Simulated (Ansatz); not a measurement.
Relaxed-ion elastic tensor of CF₄ in space group C2/c (No. 15; F on 8f, C on 4e, F on 8f) in GPa (Voigt order), LDA (plane waves, PAW; program Ansatz); density 2.58 g/cm³, 11.32 Å³ per atom.

```tsv
	1	2	3	4	5	6
1	21.6	6.8	6.7	0.0	-1.3	0.0
2	6.8	18.6	5.7	0.0	1.7	0.0
3	6.7	5.7	19.6	0.0	1.9	0.0
4	0.0	0.0	0.0	3.8	0.0	1.3
5	-1.3	1.7	1.9	0.0	3.6	0.0
6	0.0	0.0	0.0	1.3	0.0	5.4
```

### Question
Is the crystal mechanically stable?

### Answer
Yes: the smallest eigenvalue of C is 2.9 GPa.

### Question
Work out the Voigt, Reuss and Hill averages.

### Answer
K_V = 10.9, K_R = 10.5, K_H = 10.7; G_V = 5.3, G_R = 4.4, G_H = 4.8 GPa.

### Question
Give Young's modulus, Poisson's ratio, Pugh's ratio and the universal anisotropy index.

### Answer
E = 9KG/(3K + G) = 12.6 GPa; ν = 0.30; K/G = 2.23 (ductile by the Pugh limit of 1.75); A_U = 5G_V/G_R + K_V/K_R − 6 = 1.06.

### Question
Estimate the sound speeds and the Debye temperature.

### Answer
v_l = √((K + 4G/3)/ρ) = 2580 m/s, v_t = √(G/ρ) = 1370 m/s, mean 1530 m/s; Θ = (h/k)(3n/4πV)^(1/3) v_m = 202 K.

### Question
Solve the Christoffel equation for the three sound speeds along x, y, z.

### Answer
Eigenvalues of C_ijkl n_j n_l equal ρv². In km/s, slowest first: x 1.16, 1.45, 2.90; y 1.09, 1.54, 2.68; z 1.14, 1.21, 2.77.

### Question
How much does each axis shrink under pressure?

### Answer
Linear compressibilities β_i = Σ_j S_ij (j = 1 to 3): x 22, y 38, z 35 per TPa.

The workflow started from an entry of the Crystallography Open Database (COD). Symmetry was held in the LDA relaxation; phonons on a q-mesh show no instability. The substance is a gas or liquid at ambient conditions. A crystal of weakly bound molecules computed without a dispersion correction: the cell and the soft elastic constants depend strongly on that.

Potentials: the later of the program's two PAW sets.
